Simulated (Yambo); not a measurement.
Yambo run on Li$_{4}$WO$_{5}$ (space group I4, No. 79). The wavefunctions come from this Quantum ESPRESSO step (LDA, PseudoDojo standard norm-conserving files, scalar-relativistic):

```
&CONTROL
  calculation = 'nscf'
  pseudo_dir = './pseudo'
  outdir = './out'
/
&SYSTEM
  ibrav = 0
  nat = 10
  ntyp = 3
  ecutwfc = 84.0
  ecutrho = 336.0
  occupations = 'fixed'
  force_symmorphic = .true.
  nbnd = 108
/
&ELECTRONS
  conv_thr = 1e-08
  diago_full_acc = .true.
  diago_thr_init = 1e-08
/
ATOMIC_SPECIES
Li 6.9400 Li.upf
O 15.9990 O.upf
W 183.8400 W.upf
CELL_PARAMETERS angstrom
 -3.269745000000   3.269745000000   2.052830000000
  3.269745000000  -3.269745000000   2.052830000000
  3.269745000000   3.269745000000  -2.052830000000
ATOMIC_POSITIONS crystal
Li   0.185210000000   0.400190000000   0.583180000000
Li   0.602030000000   0.185210000000   0.785020000000
Li   0.817010000000   0.602030000000   0.416820000000
Li   0.400190000000   0.817010000000   0.214980000000
O   0.715780000000   0.901880000000   0.636680000000
O   0.079100000000   0.715780000000   0.813900000000
O   0.265200000000   0.079100000000   0.363320000000
O   0.901880000000   0.265200000000   0.186100000000
O   0.491110000000   0.491110000000   0.000000000000
W   0.039900000000   0.039900000000   0.000000000000
K_POINTS automatic
4 4 4 0 0 0
```

Yambo input:

```
rim_cut
gw0
dyson
el_el_corr
HF_and_locXC
ppa
em1d
RandQpts= 1000000
RandGvec= 1 Ry
EXXRLvcs= 84 Ry
VXCRLvcs= 336 Ry
Chimod= "HARTREE"
% BndsRnXp
 6 | 106 |
%
NGsBlkXp= 6 Ry
% LongDrXp
 1.0 | 1.0 | 1.0 |
%
PPAPntXp= 27.2114 eV
% GbndRnge
 1 | 106 |
%
GTermKind= "BG"
DysSolver= "n"
ExtendOut
% QPkrange
 3 | 3 | 28 | 29 |
 11 | 11 | 28 | 29 |
%
```

k points by index: 3 = X, 11 = (0.25, -0.25, 0.25).

Table of the .qp output:

```
#    K-point    Band    Eo [eV]    E [eV]    E-Eo [eV]    Vxc [eV]    Vnlxc [eV]    Sc|Eo [eV]    Sc|E [eV]    dSc/dw|Eo [eV]    Re(Z)    Im(Z)
#
    3    28    -0.129017    -0.801279    -0.672263    -19.25650    -24.74798    4.632364    4.819222    -7.562768    0.782517    -0.703614E-3
    3    29    3.185337    4.767718    1.582381    -17.56640    -12.40385    -3.222725    -3.580169    -6.146411    0.815741    -0.001202
    11    28    0.000000    -0.657638    -0.657638    -19.58845    -25.04336    4.614454    4.797268    -7.563084    0.782509    -0.001143
    11    29    3.296602    4.885759    1.589158    -17.76133    -12.58211    -3.227538    -3.590062    -6.207141    0.814258    -0.001273
```
(The two width columns are left out.) Convergence of these settings isn't established.

Spin-orbit coupling is not included.

Geometry of the Materials Project entry, not relaxed at this level.

The structure is a Materials Project entry; no match was found in the copy of COD used, and its stability was not checked.
